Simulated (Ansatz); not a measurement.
Al2O3:
```
CELL_PARAMETERS angstrom
      1.50139     0.86683     5.77993
     -1.50139     0.86683     5.77993
      0.00000    -1.73366     5.77993
ATOMIC_POSITIONS crystal
  Al 0.19305 0.19305 0.19305
  Al 0.69332 0.69332 0.69332
  O  0.02805 0.02805 0.02805
  O  0.58214 0.58214 0.58214
  O  0.80645 0.80645 0.80645
```

This is the r²SCAN-relaxed structure.

Q: All from plane-wave PAW r²SCAN (Ansatz code), unless another level is named. Give the formation energy from the elements (no fitted shifts).

A: -307 kJ/mol-atom.

Q: Give the hole effective mass.

A: 0.40, 1.6, 1.6 mₑ (principal values).

Q: Predict the band gap.

A: 5.07 eV (direct).

Q: And the HSE06 gap on the r²SCAN cell?

A: 6.04 eV.

Space group R3m. The workflow started from a Materials Project entry (that database holds measured and hypothetical structures alike); the Crystallography Open Database copy checked does not list it. It is not the phase usual at ambient conditions (space group No. 167). The cell was relaxed with r²SCAN under the symmetry of its start; its stability against distortions is not shown here. The references are the lowest solids computed at this level, not always the standard phases (solids in place of the gases).

Potentials: the later of the program's two PAW sets.
